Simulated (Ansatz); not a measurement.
Structure types of La compared at 92 GPa

Structure types of La are relaxed in primitive cells with their symmetry kept at 92 GPa, first on PAW files, then by LAPW. The enthalpy is E + pV at zero temperature, without zero-point motion. Only the types listed were tried, and differences under about 5 meV/atom are mesh noise. Not among the end structures: fcc, which may lie lower.

Level of theory: DFT with LDA, scalar-relativistic, in Ansatz 0.2.0; Fermi–Dirac smearing of 0.1 eV, no spin polarisation. LAPW: all electrons, basis error target 0.5 meV/atom; PAW: frozen-core files, cutoff 420 eV.

k meshes: bcc 17×17×17, hcp 16×16×9, diamond 12×12×12, sc 15×15×15, omega 8×8×11.

Spin–orbit coupling is left out, which matters for the heavy atoms. The PAW files were made under PBE.

Order the types by LAPW enthalpy, lowest first.
A. omega
B. hcp
C. bcc
D. sc
E. diamond

B (0 meV/atom), A (217 meV/atom), C (390 meV/atom), D (986 meV/atom), E (4154 meV/atom).

```json
{"start type": "bcc", "ends as": "bcc, Im-3m", "a, b, c (Å)": "3.207, 3.207, 3.207", "V (Å³/atom)": "16.49", "H − H(lowest), LAPW (meV/atom)": "390.3", "same, PAW": "385.0"}
{"start type": "hcp", "ends as": "hcp, P6_3/mmc", "a, b, c (Å)": "2.797, 2.797, 4.729", "V (Å³/atom)": "16.02", "H − H(lowest), LAPW (meV/atom)": "0.0", "same, PAW": "0.0"}
{"start type": "diamond", "ends as": "diamond, Fd-3m", "a, b, c (Å)": "5.558, 5.558, 5.558", "V (Å³/atom)": "21.46", "H − H(lowest), LAPW (meV/atom)": "4153.6", "same, PAW": "4149.6"}
{"start type": "sc", "ends as": "sc, Pm-3m", "a, b, c (Å)": "2.580, 2.580, 2.580", "V (Å³/atom)": "17.16", "H − H(lowest), LAPW (meV/atom)": "985.7", "same, PAW": "986.5"}
{"start type": "omega", "ends as": "omega, P6/mmm", "a, b, c (Å)": "4.573, 4.573, 2.713", "V (Å³/atom)": "16.38", "H − H(lowest), LAPW (meV/atom)": "216.8", "same, PAW": "214.2"}
```

Split the lead of hcp over omega into energy and pV.

For omega less hcp: ΔE = +12.8 meV/atom, and p·ΔV = 92 GPa × +0.3553 Å³ × 6.242 meV/(GPa·Å³) = +204.0 meV/atom, together 216.8 meV/atom. hcp wins on both counts.
